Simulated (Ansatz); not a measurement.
**CuF$_{2}$: what symmetry allows forces and stress to be**

```yaml
crystal:
  lattice:
    - [3.89393, 0.00000, 0.00000]
    - [0.00000, 3.85406, -0.00817]
    - [0.00000, -0.00786, 3.67891]
  atoms:
    - { symbol: Cu, position: [0.96583, 0.00000, 0.00000] }
    - { symbol: F, position: [0.53097, 0.00000, 0.00000] }
    - { symbol: F, position: [0.00320, 0.50000, 0.00000] }
```

These are results of DFT PBEsol, scalar-relativistic, plane waves, PAW (Ansatz 0.2.0), not measurements.

Plane waves to 420 eV, a k mesh through Γ of 10×10×10 on the computed 3-atom cell and Gaussian smearing (0.10 eV); no spin polarisation.

This distorted cell has space group P2, with 2 operations.

Problem. Without a calculation: in which directions can each atom feel a force?

Solution. A force must be left unchanged by every operation that keeps its atom in place, so it lies in the space that those operations leave fixed. Atoms that the group maps onto each other feel forces of one size.
```tsv
atom	site symmetry	operations at the site	equivalent to atom	allowed force (Cartesian)
Cu1	2	2	1	along (1.00, 0.00, 0.00)
F2	2	2	2	along (1.00, 0.00, 0.00)
F3	2	2	3	along (1.00, 0.00, 0.00)
```

That leaves 3 independent force components of 9, tied by 1 condition that the forces sum to zero, so 2 remain. A relaxation in this cell that keeps the symmetry moves the atoms in these directions alone.

Problem. And the stress tensor?

Solution. It must be invariant under the point group, which leaves 4 independent components: xz, xy vanish.

Problem. Do the computed values obey this?

Solution. Yes. Forces (eV/Å):
```
Cu1  3.479  0.000  0.000
F2  -3.476  0.000  0.000
F3  -0.003  0.000  0.000
```

Stress (GPa, compression positive, xx yy zz yz xz xy): 2.63 -10.89 0.00 0.01 0.00 0.00. The program imposes the same operations on density, forces and stress, so this confirms the analysis and is no independent test of the calculation.

Spin polarisation was left out, and a magnetic state may lie lower.

Cost: 1 run of about 1.5 core-minutes, on Arm Neoverse N1 (shared hosts).